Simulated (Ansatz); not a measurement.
**Calculated with Ansatz: LuP$_{4}$, relaxation**

Launch command:

```bash
ansatz run input.yaml --threads 2 --pin off --max-ram 2560MiB --backend cpu --events-out ev --progress --plain --runs-dir out
```

Input:

```yaml
crystal:
  lattice:
    - [5.552298, 0.0, 0.0]
    - [0.0, 5.552298, 0.0]
    - [0.0, 0.0, 5.803172]
  atoms:
    - { symbol: Lu, position: [0.0, 0.0, 0.235] }
    - { symbol: Lu, position: [0.0, 0.0, 0.735] }
    - { symbol: P, position: [0.144, 0.3278, 0.0] }
    - { symbol: P, position: [0.6722, 0.144, 0.0] }
    - { symbol: P, position: [0.856, 0.6722, 0.0] }
    - { symbol: P, position: [0.3278, 0.856, 0.0] }
    - { symbol: P, position: [0.856, 0.3278, 0.5] }
    - { symbol: P, position: [0.3278, 0.144, 0.5] }
    - { symbol: P, position: [0.144, 0.6722, 0.5] }
    - { symbol: P, position: [0.6722, 0.856, 0.5] }
  symmetry: { tolerance: 0.0003 }
kpoints:
  mp_grid: { grid: [6, 6, 6], shift: [0, 0, 0] }
magnetization:
  spin_polarized: false
scf:
  occupations: { method: fermi_dirac }
  lower_state_search: "off"
hamiltonian:
  pseudopotentials: { kind: paw }
  xc: r2scan
basis:
  ecutwfc: 500
  fft_grid_basis: typed
relax:
  max_steps: 60
  cell: { p_target: 0.0 }
  f_tol: 0.03
output:
  forces: true
  stress: true
  eigenvalues: true
  bader: true
  populations: true
  elf: true
  write_potential: true
  volumetric_format: npy
  dos:
    e_range: [-12, 8]
    de: 0.05
    projected: { site_lists: { Lu: [Lu], P: [P] } }
  write_density: true
checkpoint:
  read: saved_state
```

Origin of the cell: a known structure type with other elements, at an estimated volume, so it need not be a known compound.

The smearing width isn't typed, so it takes its default of 0.1 eV.

The saved state is a converged single point of the same cell.

Excerpt of the output:

```
Lu: projections on atomic orbitals take those of the free atom [Kr 4d10] 4f14 5s2 5p6 5d1 6s2, of charge +0.00 (hamiltonian.pseudopotentials.projection_atoms); the dataset's partial waves lea […]
Pseudopotentials: kind: paw
Pseudopotential: Lu, paw, valence charge 25, recommended cutoff 500 eV (meta_gga), Lu.paw.azcp
Pseudopotential: P, paw, valence charge 5, recommended cutoff 500 eV (meta_gga), P.paw.azcp
Functional definition: r2SCAN
  exchange = r2scan_x(k0 = k0, k1 = k1, a1 = a1)
  correlation = r2scan_c
Crystal: 10 atoms, lattice volume = 178.900 Å³
Basis set: ecut = 500 eV, 4529 PW (Γ), exchange–correlation on 180×180×180 points (64 copies of the dense FFT grid, shifted against one another)
Bands: 55, of which v1, the nominal top of the filled ones, is band 45 counted from 1 (44 counted from 0)
Symmetry: 8 space group operations
[… 9 lines left out …]
Initial density: read from a saved state, or passed on in memory by an earlier SCF of this step, an earlier step, the calling program or the single point that the run made first
Functional: x = r2scan, c = r2scan; τ floored in thin density (d = 2e-4 eV/Å³)
SCF iter   1: F=-35552.652309 eV  HF=-35552.652037 eV  Δρ=1.70e-3  dr2=4.25e-3  dr2_τ=1.31e-3
SCF iter   2: F=-35552.651474 eV  HF=-35552.654354 eV  Δρ=1.03e-3  dr2=1.87e-3  dr2_τ=5.02e-5
SCF iter   3: F=-35552.651483 eV  HF=-35552.654188 eV  Δρ=8.35e-4  dr2=8.95e-4  dr2_τ=4.33e-5
SCF iter   4: F=-35552.653537 eV  HF=-35552.653676 eV  Δρ=2.25e-4  dr2=7.03e-5  dr2_τ=3.27e-6
SCF iter   5: F=-35552.653577 eV  HF=-35552.653580 eV  Δρ=5.24e-5  dr2=3.75e-6  dr2_τ=1.43e-7
SCF iter   6: F=-35552.653582 eV  HF=-35552.653582 eV  Δρ=1.40e-5  dr2=3.11e-7  dr2_τ=2.09e-8
SCF iter   7: F=-35552.653582 eV  HF=-35552.653582 eV  Δρ=4.02e-6  dr2=2.75e-8  dr2_τ=1.77e-9
relax step   1: F+E_penalty+E_count = -35552.653582 eV  Δ(F+E_penalty+E_count) = +0.000e0 eV  max|allowed force component| = 3.299e0 eV/Å  Δτ_max = 0.0000 Å  P = +19.922 GPa  Ω = 178.900 Å³ […]
relax step   2: F+E_penalty+E_count = -35556.300987 eV  Δ(F+E_penalty+E_count) = -3.647e0 eV  max|allowed force component| = 2.107e0 eV/Å  Δτ_max = 0.1051 Å  P = +5.963 GPa  Ω = 192.409 Å³  e […]
relax step   3: F+E_penalty+E_count = -35558.805963 eV  Δ(F+E_penalty+E_count) = -2.505e0 eV  max|allowed force component| = 5.316e-1 eV/Å  Δτ_max = 0.1949 Å  P = +7.552 GPa  Ω = 188.303 Å³ […]
relax step   4: F+E_penalty+E_count = -35559.495877 eV  Δ(F+E_penalty+E_count) = -6.899e-1 eV  max|allowed force component| = 4.950e-1 eV/Å  Δτ_max = 0.0392 Å  P = +3.722 GPa  Ω = 196.896 Å³ […]
relax step   5: F+E_penalty+E_count = -35560.374616 eV  Δ(F+E_penalty+E_count) = -8.787e-1 eV  max|allowed force component| = 1.271e0 eV/Å  Δτ_max = 0.0701 Å  P = +1.925 GPa  Ω = 192.348 Å³ […]
relax step   6: F+E_penalty+E_count = -35561.882271 eV  Δ(F+E_penalty+E_count) = -1.508e0 eV  max|allowed force component| = 1.225e0 eV/Å  Δτ_max = 0.1208 Å  P = -2.288 GPa  Ω = 192.173 Å³  e […]
relax step   7: F+E_penalty+E_count = -35563.228047 eV  Δ(F+E_penalty+E_count) = -1.346e0 eV  max|allowed force component| = 1.005e0 eV/Å  Δτ_max = 0.1950 Å  P = +8.912 GPa  Ω = 180.758 Å³  e […]
relax step   8: F+E_penalty+E_count = -35563.665209 eV  Δ(F+E_penalty+E_count) = -4.372e-1 eV  max|allowed force component| = 1.037e0 eV/Å  Δτ_max = 0.0813 Å  P = -2.266 GPa  Ω = 197.627 Å³ […]
relax step   9: F+E_penalty+E_count = -35564.542608 eV  Δ(F+E_penalty+E_count) = -8.774e-1 eV  max|allowed force component| = 4.410e-1 eV/Å  Δτ_max = 0.2000 Å  P = -1.330 GPa  Ω = 204.798 Å³ […]
relax step  10: F+E_penalty+E_count = -35565.070431 eV  Δ(F+E_penalty+E_count) = -5.278e-1 eV  max|allowed force component| = 3.391e-1 eV/Å  Δτ_max = 0.1966 Å  P = -1.270 GPa  Ω = 209.000 Å³ […]
relax step  11: F+E_penalty+E_count = -35565.244511 eV  Δ(F+E_penalty+E_count) = -1.741e-1 eV  max|allowed force component| = 6.837e-2 eV/Å  Δτ_max = 0.2000 Å  P = -0.360 GPa  Ω = 207.286 Å³ […]
relax step  12: F+E_penalty+E_count = -35565.254246 eV  Δ(F+E_penalty+E_count) = -9.734e-3 eV  max|allowed force component| = 7.079e-2 eV/Å  Δτ_max = 0.0596 Å  P = -0.393 GPa  Ω = 205.470 Å³ […]
relax step  13: F+E_penalty+E_count = -35565.258855 eV  Δ(F+E_penalty+E_count) = -4.610e-3 eV  max|allowed force component| = 1.388e-2 eV/Å  Δτ_max = 0.0216 Å  P = +0.104 GPa  Ω = 205.144 Å³ […]
relax step  14: F+E_penalty+E_count = -35565.259233 eV  Δ(F+E_penalty+E_count) = -3.775e-4 eV  max|allowed force component| = 9.631e-4 eV/Å  Δτ_max = 0.0094 Å  P = +0.005 GPa  Ω = 205.369 Å³ […]
relax step  15: F+E_penalty+E_count = -35565.289232 eV  Δ(F+E_penalty+E_count) = -3.000e-2 eV  max|allowed force component| = 7.651e-4 eV/Å  Δτ_max = 0.0000 Å  P = +0.162 GPa  Ω = 205.369 Å³  stress off target by 4.42e-1 GPa […]
relax step  16: F+E_penalty+E_count = -35565.290745 eV  Δ(F+E_penalty+E_count) = -1.513e-3 eV  max|allowed force component| = 2.930e-3 eV/Å  Δτ_max = 0.0016 Å  P = +0.018 GPa  Ω = 206.131 Å³ […]
relax step  17: F+E_penalty+E_count = -35565.290770 eV  Δ(F+E_penalty+E_count) = -2.526e-5 eV  max|allowed force component| = 1.105e-4 eV/Å  Δτ_max = 0.0005 Å  P = +0.002 GPa  Ω = 206.212 Å³ […]
relax step  18: F+E_penalty+E_count = -35565.290925 eV  Δ(F+E_penalty+E_count) = -1.553e-4 eV  max|allowed force component| = 1.093e-4 eV/Å  Δτ_max = 0.0000 Å  P = +0.002 GPa  Ω = 206.212 Å³  stress off target by 7.22e-3 GPa […]
SCF 18 converged in 5 iterations: F = -35565.290925 eV  dr2 = 2.66e-11
basis re-selected at this cell: Δ(F+E_penalty+E_count) = -1.553e-4 eV, ΔP = +0.000 GPa vs the last step (what re-selecting the basis moved, of the pressure what is left beyond the Pulay corre […]
SCF converged after 5 iterations
Free energy (F): -35565.290925 eV
Harris-Foulkes:  -35565.290925 eV  (|F-HF|=1.46e-11)
Internal energy: -35565.170262 eV  (E = F + TS)
E sigma→0 (E₀):  -35565.230594 eV
Entropy (-TS):   -0.120663 eV (-12.066 meV/atom)
Fermi energy:    9.073073 eV
--- Per-component energies (eV) ---
  E_band       = -168.463385
  E_kinetic    = 1402.731865
  E_local      = -17382.932039  (includes V_loc(G=0)·N_el)
  E_nonlocal   = 1404.165763
  E_hartree    = 7397.284678
  E_xc         = -898.362313
  E_vxc        = -1108.315472  (∫ρ·V_xc dr)
  E_paw        = -19371.865624  (= ΣΔE_a)
  E_vpaw       = 665.656937  (= ΣTr[D̂ρ^β])
  E_aug_tail   = 0.000028  (compensation charges beyond the density's cutoff)
  E_vtau       = 55.659688  (kinetic-family band-sum trace: ∫τ·v_τ [+ j·A + Jᵃ·Aᵃ] dr)
  E_ewald      = -8116.820929
  E_core_change = 0.628309  (= ΣΔE_core)
  E_smearing   = -0.120663  (= −TS)
  Σ components = -35565.290925   (vs F -35565.290925, Δ=0.00e0)
--- Forces (eV/Å), atoms counted from 1 ---
  atom   1  Lu     0.000000    -0.000000     0.000000
  atom   2  Lu    -0.000000     0.000000     0.000000
  atom   3  P     -0.000099    -0.000109    -0.000001
  atom   4  P      0.000109    -0.000099    -0.000001
  atom   5  P      0.000099     0.000109    -0.000001
  atom   6  P     -0.000109     0.000099    -0.000001
  atom   7  P      0.000099    -0.000109    -0.000001
  atom   8  P     -0.000109    -0.000099    -0.000001
  atom   9  P     -0.000099     0.000109    -0.000001
  atom  10  P      0.000109     0.000099    -0.000001
  max |Σ_I F_I| component: 9.94e-6 eV/Å
--- Stress (GPa, compression-positive) ---
       -0.000420       0.000000      -0.000000
        0.000000      -0.000420       0.000000
       -0.000000       0.000000       0.007222
  P = ⅓ Tr σ = 0.0021 GPa (0.021 kbar)
--- Relaxed structure (16 steps of the walk, 16 accepted, 2 SCFs on fresh bases) ---
  F+E_penalty+E_count = -35565.290925 eV   max|allowed force component| = 1.093e-4 eV/Å   (the final SCF, on the basis selected at the relaxed cell)
  cell:  # Å, volume = 206.2117 Å³
    - [5.263133, 0.0, 2.809e-16]
    - [0.0, 5.263133, 0.0]
    - [2.936e-16, 0.0, 7.444312]
  atoms:
    - { symbol: Lu, position: [-5.195e-19, 8.142e-19, 0.247000] }
    - { symbol: Lu, position: [-5.195e-19, 8.142e-19, 0.747000] }
    - { symbol: P, position: [0.292422, 0.292425, -0.003000] }
    - { symbol: P, position: [0.707575, 0.292422, -0.003000] }
    - { symbol: P, position: [0.707578, 0.707575, -0.003000] }
    - { symbol: P, position: [0.292425, 0.707578, -0.003000] }
    - { symbol: P, position: [0.707578, 0.292425, 0.497000] }
    - { symbol: P, position: [0.292425, 0.292422, 0.497000] }
    - { symbol: P, position: [0.292422, 0.707575, 0.497000] }
    - { symbol: P, position: [0.707575, 0.707578, 0.497000] }
--- Löwdin populations: 10 sites ---
  site symbol       q [e]
     0     Lu     24.5542
     1     Lu     24.5542
     2      P      5.0353
     3      P      5.0353
     4      P      5.0353
     5      P      5.0353
     6      P      5.0353
     7      P      5.0353
     8      P      5.0353
     9      P      5.0353
  spilling = 0.006770 (of n_electrons = 90.000000)
--- Bader charges: 10 sites ---
  site symbol  charge [e]  shift [e]
     0     Lu      1.8234     0.0001
     1     Lu      1.8234     0.0001
     2      P     -0.4559     0.0000
     3      P     -0.4559     0.0000
     4      P     -0.4559     0.0000
     5      P     -0.4559     0.0000
     6      P     -0.4559     0.0000
     7      P     -0.4559     0.0000
     8      P     -0.4559     0.0000
     9      P     -0.4558     0.0000
  estimated error of the sums over rays = 3.9e-4 e
```

Before:

Space group P4cc (No. 103); the run's cell has a = 5.552 Å, b = 5.552 Å, c = 5.803 Å, α = 90.00°, β = 90.00°, γ = 90.00°. Shortest distances: Lu–P 2.41 Å, P–P 2.49 Å, Lu–Lu 2.90 Å.

The relaxed structure.

Space group P4/mmm (No. 123); the run's cell has a = 5.263 Å, b = 5.263 Å, c = 7.444 Å, α = 90.00°, β = 90.00°, γ = 90.00°. Shortest distances: P–P 2.19 Å, Lu–P 2.86 Å.

```yaml
Free_energy_lowered_by: 1263.7 meV/atom
Volume_change: 15.27 %
Final_pressure: 0.00 GPa
Relaxation_steps_listed: 18
Formation_energy_elements_under_the_same_functional_gases_as_molecules_uncorrected: -0.452 eV/atom
```

Caveats: no dispersion correction, so spacings can come out too large where layers or molecules are weakly bound; no spin-orbit coupling, though heavy elements are present; the relaxation held the start's symmetry, so the end may be a saddle point.

Time: 1100 s of wall time on 2 CPU thread(s) of a shared host, from a saved density.
